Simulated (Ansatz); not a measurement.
HfSiO4:
```
CELL_PARAMETERS angstrom
     -3.29119     3.29119     2.98604
      3.29119    -3.29119     2.98604
      3.29119     3.29119    -2.98604
ATOMIC_POSITIONS crystal
  Hf 0.00000 0.00000 0.00000
  Hf 0.75000 0.25000 0.50000
  Si 0.25000 0.75000 0.50000
  Si 0.50000 0.50000 0.00000
  O  0.13525 0.31988 0.81537
  O  0.06988 0.75450 0.68463
  O  0.50450 0.31988 0.18463
  O  0.06988 0.38525 0.31537
  O  0.61475 0.93012 0.68463
  O  0.68012 0.86475 0.18463
  O  0.24550 0.93012 0.31537
  O  0.68012 0.49550 0.81537
```

This is the r²SCAN-relaxed structure. x, y and z are the axes in which the lattice vectors are written.

**Question.** All from plane-wave PAW r²SCAN (Ansatz code), unless another level is named. Estimate the Young's modulus.

**Answer.** 296 GPa.

**Question.** Give the elastic constants (relaxed ions, GPa).

**Answer.** C11 = 447, C12 = 69.2, C13 = 156, C33 = 501, C44 = 116, C66 = 53.4.

**Question.** What about the highest zone-centre frequency (without LO–TO term)?

**Answer.** 1026 cm^-1.

Space group I4_1/amd. The cell was relaxed with r²SCAN under the symmetry of its start. No spin polarisation was allowed. Scalar-relativistic: spin–orbit coupling is off unless named, which matters more the heavier the elements.

Potentials: the earlier of the program's two PAW sets. The files were generated under PBE; for other functionals the program regenerates the frozen cores, and for LDA and PBEsol the local potential too.
